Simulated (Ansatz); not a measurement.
Trial structure of Sc₂BiF₃, not yet relaxed:

```cif
data_structure
_symmetry_space_group_name_H-M 'P-3m1'
_symmetry_Int_Tables_number 164
_cell_length_a 3.4000
_cell_length_b 3.4000
_cell_length_c 8.4028
_cell_angle_alpha 90.000
_cell_angle_beta 90.000
_cell_angle_gamma 120.000
_cell_volume 84.12
loop_
_atom_site_label
_atom_site_type_symbol
_atom_site_symmetry_multiplicity
_atom_site_Wyckoff_symbol
_atom_site_fract_x
_atom_site_fract_y
_atom_site_fract_z
_atom_site_occupancy
Sc1 Sc 2 d 0.66667 0.33333 0.16667 1
Bi1 Bi 1 b 0.00000 0.00000 0.50000 1
F1 F 1 a 0.00000 0.00000 0.00000 1
F2 F 2 d 0.33333 0.66667 0.33333 1
```

Level of theory: Ansatz, DFT PBE, scalar-relativistic, plane waves, PAW. Plane waves to 420 eV, a k mesh through Γ of 6×6×2 on the computed 6-atom cell and Gaussian smearing (0.10 eV); no spin polarisation.

The zero of energy is the elements' standard structures at the same level (F₂ as a molecule); no fitted shifts are applied.

Task: What does a single point on this coarse mesh give?

Result: The pressure is 21.2 GPa (the mean over three directions, positive in compression), the largest force is 3.51 eV/Å, and the energy is −1.28 eV/atom against the elements. The shortest distance is 2.41 Å.

Task: How much does it gain on relaxing, and where does it end?

Result: Relaxing gains about 1.3 eV/atom in 28 ionic steps and ends at −2.532 eV/atom on the finer mesh. The symmetry stays P-3m1 (No. 164). The volume per atom grows by 7.9 %, from 14.0 to 15.1 Å³. The shortest distance goes from 2.41 Å (Bi–F and Sc–F) to 2.25 Å (Sc–F). The ratio c/a of the conventional cell changes by a factor of 0.71. Conventional cell: a = 3.910 Å, c = 6.854 Å. Around Sc lie 4 F at 2.25–2.30 Å, 3 F at 2.63 Å and 3 Bi at 3.07 Å; Bi is surrounded by 6 Sc at 3.07 Å and 8 F at 3.38–3.43 Å; around F on a site of symmetry -3m lie 6 F at 2.44 Å, 6 Sc at 2.63 Å and 2 Bi at 3.43 Å; 1 more site not described.

The last run used a 12×12×6 mesh (in the run's order of axes) for its 6-atom cell and Gaussian smearing of 0.01 eV. These runs have no spin–orbit coupling, which can matter for Bi. The relaxation can't lower the symmetry of the start. A structure relaxed within its symmetry needn't be a true minimum.
